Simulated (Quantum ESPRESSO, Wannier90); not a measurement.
**Wannierisation of Sb (P2₁/m, model phase)**

Materials Project entry mp-1179605; symmetrised, unrelaxed at this level. This isn't the element's usual structure (rhombohedral); take it as a model of another phase. Computed values, not measurements, from PBEsol: Quantum ESPRESSO (norm-conserving PseudoDojo potentials, cutoff 64 Ry, no spin polarisation, no spin-orbit coupling) on a Γ-centred 10×8×8 mesh, then Wannier90. Density: 10×8×8 mesh, cold smearing 0.01 Ry. Spin-orbit coupling is left out although heavy elements are present.

On the energy scale of pw.x, whose zero is arbitrary, the Fermi level lies at 10.20 eV.

Input w.win:

```
num_bands = 10
num_wann = 10
exclude_bands = 11-25
num_iter = 1000
conv_tol = 1.0e-6
conv_window = 4
write_hr = true
write_u_matrices = true
auto_projections = true
begin unit_cell_cart
ang
    3.1224000000    0.0000000000    0.0000000000
    0.0000000000    4.3475200000    0.0000000000
   -0.0389180000    0.0000000000    4.4058480000
end unit_cell_cart
begin atoms_frac
Sb  -0.0113900000 -0.2500000000 -0.2411700000
Sb   0.0113900000  0.2500000000  0.2411700000
end atoms_frac
mp_grid = 10 8 8
begin kpoints
0.0000000000 0.0000000000 0.0000000000
0.0000000000 0.0000000000 0.1250000000
0.0000000000 0.0000000000 0.2500000000
... (637 more lines: the 10x8x8 mesh through Gamma)
end kpoints
```

Input of pw2wannier90.x that gives the overlap and projection files (equivalent; here they were cut from one run over all bands):

```
&inputpp
  outdir = './out'
  prefix = 'pwscf'
  seedname = 'w'
  write_amn = .true.
  write_mmn = .true.
  atom_proj = .true.
  atom_proj_exclude = 6 7 8 9 15 16 17 18
/
```

Output w.wout (banner and timings cut):

```
                                    ------
                                    SYSTEM
                                    ------

                              Lattice Vectors (Ang)
                    a_1     3.122400   0.000000   0.000000
                    a_2     0.000000   4.347520   0.000000
                    a_3    -0.038918   0.000000   4.405848

                   Unit Cell Volume:      59.80805  (Ang^3)

                        Reciprocal-Space Vectors (Ang^-1)
                    b_1     2.012294  -0.000000   0.017775
                    b_2     0.000000   1.445234  -0.000000
                    b_3     0.000000   0.000000   1.426101

 *----------------------------------------------------------------------------*
 |   Site       Fractional Coordinate          Cartesian Coordinate (Ang)     |
 +----------------------------------------------------------------------------+
 | sb   1  -0.01139  -0.25000  -0.24117   |   -0.02618  -1.08688  -1.06256    |
 | sb   2   0.01139   0.25000   0.24117   |    0.02618   1.08688   1.06256    |
 *----------------------------------------------------------------------------*
                                ------------
                                K-POINT GRID
                                ------------

             Grid size = 10 x  8 x  8      Total points =  640

 *---------------------------------- MAIN ------------------------------------*
 |  Number of Wannier Functions               :                10             |
 |  Number of Objective Wannier Functions     :                10             |
 |  Number of input Bloch states              :                10             |
 |  Output verbosity (1=low, 5=high)          :                 1             |
 |  Timing Level (1=low, 5=high)              :                 1             |
 |  Optimisation (0=memory, 3=speed)          :                 3             |
 |  Length Unit                               :               Ang             |
 |  Post-processing setup (write *.nnkp)      :                 F             |
 |  Using Gamma-only branch of algorithms     :                 F             |
 *----------------------------------------------------------------------------*
 *------------------------------- WANNIERISE ---------------------------------*
 |  Total number of iterations                :              1000             |
 |  Number of CG steps before reset           :                 5             |
 |  Trial step length for line search         :             2.000             |
 |  Convergence tolerence                     :         0.100E-05             |
 |  Convergence window                        :                 4             |
 |  Iterations between writing output         :                 1             |
 |  Iterations between backing up to disk     :               100             |
 |  Write r^2_nm to file                      :                 F             |
 |  Write xyz WF centres to file              :                 F             |
 |  Write on-site energies <0n|H|0n> to file  :                 F             |
 |  Use guiding centre to control phases      :                 F             |
 |  Use phases for initial projections        :                 F             |
 *----------------------------------------------------------------------------*
 *-------------------------------- PLOTTING ----------------------------------*
 |  Plotting Hamiltonian in WF basis          :                 T             |
 *----------------------------------------------------------------------------*

       ... (k-mesh section left out)

 Starting a new Wannier90 calculation ...

 Reading overlaps from w.mmn

 Reading projections from w.amn

 *------------------------------- WANNIERISE ---------------------------------*
 +--------------------------------------------------------------------+<-- CONV
 | Iter  Delta Spread     RMS Gradient      Spread (Ang^2)            |<-- CONV
 +--------------------------------------------------------------------+<-- CONV

 ------------------------------------------------------------------------------
 Initial State
  WF centre and spread    1  ( -0.026127, -1.086880, -1.061892 )     0.37034231
  WF centre and spread    2  ( -0.026066, -1.086880, -1.062033 )     0.36990628
  WF centre and spread    3  ( -0.026126, -1.086880, -1.061742 )     0.37210139
  WF centre and spread    4  ( -0.026091, -1.086880, -1.062345 )     0.37114689
  WF centre and spread    5  ( -0.026066, -1.086880, -1.062384 )     0.36989912
  WF centre and spread    6  (  0.026127,  1.086880,  1.061892 )     0.37034231
  WF centre and spread    7  (  0.026066,  1.086880,  1.062033 )     0.36990628
  WF centre and spread    8  (  0.026126,  1.086880,  1.061742 )     0.37210139
  WF centre and spread    9  (  0.026091,  1.086880,  1.062345 )     0.37114689
  WF centre and spread   10  (  0.026066,  1.086880,  1.062384 )     0.36989912
  Sum of centres and spreads (  0.000000,  0.000000, -0.000000 )     3.70679198

      0     0.371E+01     0.0000000000        3.7067919802  <-- CONV
        O_D=      0.0000000 O_OD=      0.0003473 O_TOT=      3.7067920 <-- SPRD
 ------------------------------------------------------------------------------
      1    -0.251E-11     0.0000208396        3.7067919802  <-- CONV
        O_D=      0.0000000 O_OD=      0.0003473 O_TOT=      3.7067920 <-- SPRD
      2    -0.258E-08     0.0000208296        3.7067919776  <-- CONV
        O_D=      0.0000000 O_OD=      0.0003473 O_TOT=      3.7067920 <-- SPRD
      3    -0.573E-09     0.0000356279        3.7067919770  <-- CONV
        O_D=      0.0000000 O_OD=      0.0003473 O_TOT=      3.7067920 <-- SPRD
      4    -0.327E-09     0.0000289633        3.7067919767  <-- CONV
        O_D=      0.0000000 O_OD=      0.0003473 O_TOT=      3.7067920 <-- SPRD
             <<<     Delta < 1.000E-06  over  4 iterations     >>>
             <<< Wannierisation convergence criteria satisfied >>>
 Final State
  WF centre and spread    1  ( -0.026127, -1.086880, -1.061892 )     0.37034230
  WF centre and spread    2  ( -0.026066, -1.086880, -1.062033 )     0.36990628
  WF centre and spread    3  ( -0.026126, -1.086880, -1.061742 )     0.37210139
  WF centre and spread    4  ( -0.026091, -1.086880, -1.062345 )     0.37114689
  WF centre and spread    5  ( -0.026066, -1.086880, -1.062384 )     0.36989912
  WF centre and spread    6  (  0.026127,  1.086880,  1.061892 )     0.37034230
  WF centre and spread    7  (  0.026066,  1.086880,  1.062033 )     0.36990628
  WF centre and spread    8  (  0.026126,  1.086880,  1.061742 )     0.37210139
  WF centre and spread    9  (  0.026091,  1.086880,  1.062345 )     0.37114689
  WF centre and spread   10  (  0.026066,  1.086880,  1.062384 )     0.36989912
  Sum of centres and spreads (  0.000000,  0.000000, -0.000000 )     3.70679198

         Spreads (Ang^2)       Omega I      =     3.706444684
        ================       Omega D      =     0.000000002
                               Omega OD     =     0.000347291
    Final Spread (Ang^2)       Omega Total  =     3.706791977
```
